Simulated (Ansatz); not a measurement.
**Structure optimisation: selenium, dhcp**

Computed with DFT, LDA (PW92), plane waves (420 eV) with PAW, scalar-relativistic (Ansatz 0.2.0). (PAW data from PBE, frozen cores regenerated.)

k-point mesh 12×12×3, Fermi-Dirac smearing 0.1 eV, no spin polarisation. Cell and atoms relax.

Starting structure:

```yaml
crystal:
  lattice:
    - [3.1360302227, 0.0, 0.0]
    - [-1.5680151114, 2.7158818399, 0.0]
    - [0.0, 0.0, 10.2422747074]
  atoms:
    - { symbol: Se, position: [0.0, 0.0, 0.0] }
    - { symbol: Se, position: [0.0, 0.0, 0.5] }
    - { symbol: Se, position: [0.3333333333, 0.6666666667, 0.25] }
    - { symbol: Se, position: [0.6666666667, 0.3333333333, 0.75] }
hamiltonian:
  xc: lda
  pseudopotentials:
    kind: paw
    azcp:
      Se: "pseudopotentials/Se.paw.azcp"
basis:
  ecutwfc: 420
  fft_grid_basis: typed
kpoints:
  mp_grid: { grid: [12, 12, 3], shift: [0, 0, 0] }
magnetization:
  spin_polarized: false
scf:
  occupations: { method: fermi_dirac, width: 0.1 }
relax:
  max_steps: 60
  f_tol: 0.01
  cell: {}
output:
  write_density: true
  write_potential: true
  elf: true
  volumetric_format: npy
```

Problem. The pressure at the start is -9.0 GPa. By how much does the volume change?

Solution. From 21.81 to 21.03 Å³ per atom, -3.6 %. The final cell has a = 3.667 Å, c = 7.221 Å (c/a = 1.969).

The cell has left the dhcp structure type; it ends in P6_3/mmc.

Problem. How much energy does the relaxation gain?

Solution. 437.9 meV per atom.

Path of the relaxation (the plane waves are chosen anew near the end, which can shift the energy a little):

| step | E − E(final) (meV/atom) | V (Å³/atom) | P (GPa) | max force (eV/Å) |
| --- | --- | --- | --- | --- |
| 0 | 437.92 | 21.809 | -8.97 | 0.000 |
| 1 | 343.83 | 19.287 | -1.51 | 0.000 |
| 2 | 322.05 | 18.608 | 1.66 | 0.000 |
| 3 | 262.91 | 18.291 | 4.04 | 0.000 |
| 4 | 194.71 | 18.097 | 6.97 | 0.000 |
| 5 | 83.08 | 18.960 | 4.43 | 0.000 |
| 6 | 22.06 | 19.654 | 3.64 | 0.000 |
| 7 | 8.25 | 20.253 | 1.69 | 0.000 |
| 8 | 2.93 | 20.817 | 0.07 | 0.000 |
| 9 | 2.65 | 20.939 | -0.14 | 0.000 |
| 10 | 2.62 | 20.905 | -0.03 | 0.000 |
| 11 | 0.30 | 20.905 | 0.20 | 0.000 |
| 12 | 0.03 | 21.008 | 0.05 | 0.000 |
| 13 | 0.03 | 21.027 | 0.00 | 0.000 |
| 14 | 0.00 | 21.027 | 0.00 | 0.000 |
